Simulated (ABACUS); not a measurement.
Band structure of AlGa₃N₄ (Pm, 8 atoms in the cell; from Materials Project mp-1228943).

```yaml
crystal:
  lattice:
    - [5.14559, 0.00000, 0.00000]
    - [0.00000, 3.16708, 0.00000]
    - [-0.00371, 0.00000, 5.48365]
  atoms:
    - { symbol: Al, position: [0.00050, 0.50000, 0.66730] }
    - { symbol: Ga, position: [0.49910, 0.50000, 0.33520] }
    - { symbol: Ga, position: [0.49910, 0.00000, 0.83130] }
    - { symbol: Ga, position: [0.99990, 0.00000, 0.16620] }
    - { symbol: N, position: [0.11920, 0.50000, 0.34130] }
    - { symbol: N, position: [0.11680, 0.00000, 0.82530] }
    - { symbol: N, position: [0.62020, 0.00000, 0.16610] }
    - { symbol: N, position: [0.63260, 0.50000, 0.66730] }
```

All values come from this method and carry its errors: PBEsol, PseudoDojo 0.4 standard norm-conserving PBEsol (tails mended) pseudopotentials (plane waves; ABACUS 3.10.1).

Settings: KPT = Gamma 3 7 3 0 0 0; basis_type = pw; dft_functional = PBESOL; ecutwfc = 84 Ry; smearing_method = fixed; potentials = PseudoDojo 0.4 standard norm-conserving PBEsol (tails mended); symmetry = 1; symmetry_prec = 1e-05; nbands = 37; ks_solver = dav; scf_nmax = 100; scf_thr = 1.0e-09 Ry; mixing_type = broyden; mixing_beta = 0.7.

The structure comes from a collection of computed structures, made at another level of theory; the collection holds predicted forms beside known ones.

Problem. Predict the gap along the standard path and the places of the band edges.

Solution. The gap along the path is 2.37 eV, direct at Γ to within 0.01 eV.

Points are given in units of this cell's reciprocal vectors. Levels in eV from the top of the valence band on the path, bands 28 to 35:
```csv
point,28,29,30,31,32,33,34,35
Γ (0 0 0),-0.84,-0.09,-0.03,0.00,2.37,4.62,5.19,5.73
Y (0 0 0.5),-0.77,-0.60,-0.58,-0.33,4.57,4.73,6.11,6.43
H (-0.5 0 0.5),-1.55,-1.16,-1.14,-1.10,5.31,5.38,5.46,5.83
C (-0.5 0 0.5),-1.55,-1.16,-1.14,-1.10,5.31,5.38,5.46,5.83
E (-0.5 0.5 0.5),-1.76,-1.72,-1.64,-1.63,4.34,4.40,4.48,4.89
M1 (-0.5 0.5 0.5),-1.76,-1.72,-1.64,-1.63,4.34,4.40,4.48,4.89
A (-0.5 0.5 0),-1.69,-1.45,-1.43,-1.40,5.71,5.87,5.98,6.25
X (-0.5 0 0),-0.72,-0.66,-0.36,-0.36,4.40,4.48,4.59,5.02
D (0 0.5 0.5),-2.21,-2.13,-0.97,-0.86,4.84,5.16,5.61,5.71
```

“Tails mended”: in these copies of the files the far tail of each local potential was reset to the Coulomb form.
